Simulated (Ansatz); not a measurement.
SiO2:
```cif
data_O24Si12
_chemical_formula_sum 'Si12 O24'
_space_group_name_H-M_alt 'P 1'
_space_group_IT_number 1
_cell_length_a 7.52851
_cell_length_b 7.52851
_cell_length_c 8.63842
_cell_angle_alpha 90.000
_cell_angle_beta 90.000
_cell_angle_gamma 90.000
loop_
_space_group_symop_operation_xyz
  'x, y, z'
loop_
_atom_site_label
_atom_site_type_symbol
_atom_site_fract_x
_atom_site_fract_y
_atom_site_fract_z
_atom_site_occupancy
Si1 Si 0.91491 0.08509 0.25000 1
Si2 Si 0.41491 0.41491 0.00000 1
Si3 Si 0.08509 0.91491 0.75000 1
Si4 Si 0.58509 0.58509 0.50000 1
Si5 Si 0.38070 0.82495 0.99930 1
Si6 Si 0.67505 0.88070 0.74930 1
Si7 Si 0.61930 0.17505 0.49930 1
Si8 Si 0.32495 0.11930 0.24930 1
Si9 Si 0.88070 0.67505 0.25070 1
Si10 Si 0.17505 0.61930 0.50070 1
Si11 Si 0.11930 0.32495 0.75070 1
Si12 Si 0.82495 0.38070 0.00070 1
O1 O 0.37507 0.94209 0.15453 1
O2 O 0.55791 0.87507 0.90453 1
O3 O 0.62493 0.05791 0.65453 1
O4 O 0.44209 0.12493 0.40453 1
O5 O 0.87507 0.55791 0.09547 1
O6 O 0.05791 0.62493 0.34547 1
O7 O 0.12493 0.44209 0.59547 1
O8 O 0.94209 0.37507 0.84547 1
O9 O 0.38106 0.61650 0.45202 1
O10 O 0.88350 0.88106 0.20202 1
O11 O 0.61894 0.38350 0.95202 1
O12 O 0.11650 0.11894 0.70202 1
O13 O 0.88106 0.88350 0.79798 1
O14 O 0.38350 0.61894 0.04798 1
O15 O 0.11894 0.11650 0.29798 1
O16 O 0.61650 0.38106 0.54798 1
O17 O 0.79400 0.13594 0.39699 1
O18 O 0.36406 0.29400 0.14699 1
O19 O 0.20600 0.86406 0.89699 1
O20 O 0.63594 0.70600 0.64699 1
O21 O 0.29400 0.36406 0.85301 1
O22 O 0.86406 0.20600 0.10301 1
O23 O 0.70600 0.63594 0.35301 1
O24 O 0.13594 0.79400 0.60301 1
```

Relaxed with r²SCAN. Plane-wave PAW r²SCAN (Ansatz code) gives a gap of 6.36 eV.

Q: What gap does HSE06 give on the same cell (Ansatz, PAW)?

A: 7.57 eV, 1.21 eV more. The hybrid was solved on a coarser mesh and at special points; the gap given is the minimum over both.

| k | v1 r²SCAN | c1 r²SCAN | v1 HSE06 | c1 HSE06 |
|---|---|---|---|---|
| Γ | -0.04 | 6.36 | -0.04 | 7.57 |
| Z | -0.13 | 7.20 | ___ | ___ |
| M | -0.02 | 8.26 | ___ | ___ |
| A | -0.09 | 8.54 | ___ | ___ |
| R | -0.01 | 7.90 | -0.01 | 9.15 |
| X | 0.00 | 7.44 | ___ | ___ |

Q: Top valence (v1) and lowest conduction level (c1) in eV from each method's valence maximum (which need not be a listed point): supply the withheld HSE06 values.

A: 
- A, v1 HSE06: -0.10
- A, c1 HSE06: 9.79
- M, v1 HSE06: -0.02
- M, c1 HSE06: 9.50
- Z, v1 HSE06: -0.14
- Z, c1 HSE06: 8.42
- X, v1 HSE06: 0.00
- X, c1 HSE06: 8.67

Cost on shared cores: the r²SCAN run (SCF on a 4×4×4 mesh, then bands and DOS) about 18 core-minutes (a rough figure), the HSE06 run (SCF on 2×2×2, then a few points) around 11 core-minutes (rough); the tasks are unlike.

Space group P4_32_12. The workflow started from a Materials Project entry (that database holds measured and hypothetical structures alike); the Crystallography Open Database files this formula in space group No. 96, but the cells were not matched. It is not the phase usual at ambient conditions (space group No. 92, 152, 154). Symmetry was held in the r²SCAN relaxation; whether a distortion lowers the energy is not shown.

Potentials: the earlier of the program's two PAW sets.
